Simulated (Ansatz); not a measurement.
Ru (bcc (W type), Im-3m) under volume change, r²SCAN (plane waves, PAW; program Ansatz), scaled uniformly.

```json
[
 {"V (Å³/atom)": "12.675", "E − E(relaxed) (meV/atom)": "128.6", "P (GPa)": "35.98"},
 {"V (Å³/atom)": "13.092", "E − E(relaxed) (meV/atom)": "53.7", "P (GPa)": "21.87"},
 {"V (Å³/atom)": "13.510", "E − E(relaxed) (meV/atom)": "(withheld)", "P (GPa)": "(withheld)"},
 {"V (Å³/atom)": "13.928", "E − E(relaxed) (meV/atom)": "0.0", "P (GPa)": "0.00"},
 {"V (Å³/atom)": "14.346", "E − E(relaxed) (meV/atom)": "11.3", "P (GPa)": "-8.39"},
 {"V (Å³/atom)": "14.764", "E − E(relaxed) (meV/atom)": "(withheld)", "P (GPa)": "(withheld)"},
 {"V (Å³/atom)": "15.182", "E − E(relaxed) (meV/atom)": "90.7", "P (GPa)": "-21.30"}
]
```

### Question
Some entries are withheld; supply them.

### Answer

- 14.764, E − E(relaxed) (meV/atom): 42.6
- 14.764, P (GPa): -15.42
- 13.510, E − E(relaxed) (meV/atom): 12.6
- 13.510, P (GPa): 9.99

### Question
What does a third-order Birch–Murnaghan fit give for V₀, B₀ and B′?

### Answer
V₀ = 13.93 Å³/atom, B₀ = 304 GPa, B′ = 4.8.

The start of the workflow was typed in or built on a structure type; neither database checked (COD, Materials Project) lists it. It is not the phase usual at ambient conditions (space group No. 194). The cell was relaxed with r²SCAN under the symmetry of its start. At this level the phase is mechanically unstable. The run is not spin-polarised.

Potentials: the later of the program's two PAW sets.
